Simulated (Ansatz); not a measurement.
SrTiO$_{3}$ (cubic perovskite)

```
SrTiO3
1.0
    3.93641     0.00000     0.00000
    0.00000     3.93641     0.00000
    0.00000     0.00000     3.93641
Sr Ti O
1 1 3
Direct
  0.00000   0.00000   0.00000
  0.50000   0.50000   0.50000
  0.00000   0.50000   0.50000
  0.50000   0.50000   0.00000
  0.50000   0.00000   0.50000
```

A phonon eigenvector at Γ is frozen into this cell: atom i moves by Q times the vector below, so Q is the largest atomic displacement, in Å. The cell is held. It is one choice among 3 degenerate patterns.

| atom | x | y | z |
|---|---|---|---|
| Sr1 | 0.000 | 0.000 | -0.826 |
| Ti2 | 0.000 | 0.000 | 1.000 |
| O3 | 0.000 | 0.000 | 0.586 |
| O4 | 0.000 | 0.000 | 0.360 |
| O5 | 0.000 | 0.000 | 0.586 |

Method: PBE (plane waves to 420 eV, PAW, scalar-relativistic; Ansatz, a first-principles code). k mesh 8×8×8 (Γ-centred), Fermi-Dirac smearing 0.05 eV. The energy includes the smearing's −TS. SrTiO3 is run without spin polarisation. SrTiO3 was relaxed with its symmetry unable to fall. The zero of ΔE is the undisplaced structure.

```tsv
Q (Å)	ΔE (meV/cell)
-0.280	415
-0.187	171
-0.093	41
0.000	0
0.093	41
0.187	171
0.280	415
```

### Question
Which DFPT wavenumber at Γ belongs to this mode?
A) 232 cm⁻¹
B) 144 cm⁻¹
C) 509 cm⁻¹

### Answer
B, 144 cm⁻¹. The curvature of the scan gives 144 cm⁻¹

(A displaced cell: forces are minus the slopes of the energy, force constants its curvatures, and phonons follow from these.)
